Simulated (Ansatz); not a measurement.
Below is a relaxed structure of Te5Mo. The cell was found from a structure generator's guess, not taken from experiment.

These are results of DFT PBE, scalar-relativistic, plane waves, PAW in Ansatz, not measurements. Cutoff 420 eV, Γ-centred mesh, Gaussian smearing, no spin polarisation.

```
Te Mo
1.0
     8.26176    0.00000    0.00000
     0.00000    8.26176    0.00000
     0.00000    0.00000    3.14203
Te Mo
5 1
Direct
  0.28304 0.00000 0.50000
  0.71696 0.00000 0.50000
  0.00000 0.28304 0.50000
  0.00000 0.71696 0.50000
  0.50000 0.50000 0.50000
  0.00000 0.00000 0.00000
```

The zero of energy is the elements' standard structures at the same level; no fitted shifts are applied.

(1) Find its symmetry and describe it.

(2) What is its formation energy per atom?

(3) Is it a metal?

Results:

(1) P4/mmm (No. 123). Conventional cell: a = 8.262 Å, c = 3.142 Å. Around Te on a site of symmetry m2m lie 2 Mo at 2.82 Å, 4 Te at 3.14–3.31 Å and 1 Te at 3.58 Å; around Te on a site of symmetry 4/mmm lie 2 Te at 3.14 Å; Mo has 8 Te at 2.82 Å and 2 Mo at 3.14 Å.

(2) +0.32 eV/atom. It can't be a ground state, since the elements alone are lower.

(3) Yes, bands cross the Fermi level on the 6×6×12 mesh.

The last run used a 6×6×12 mesh (in the run's order of axes) for its 6-atom cell and Gaussian smearing of 0.10 eV. No dispersion correction is applied, so the spacing and binding between layers, chains or molecules are poorly described. Spin–orbit coupling, which can matter for Te, is left out. The reference form of Te is held partly by dispersion forces, which this level lacks. A structure relaxed within its symmetry needn't be a true minimum. Another cell of Te5Mo relaxed alike, in P-6m2, lies 279 meV/atom lower, so this cell isn't the stable form at this level.
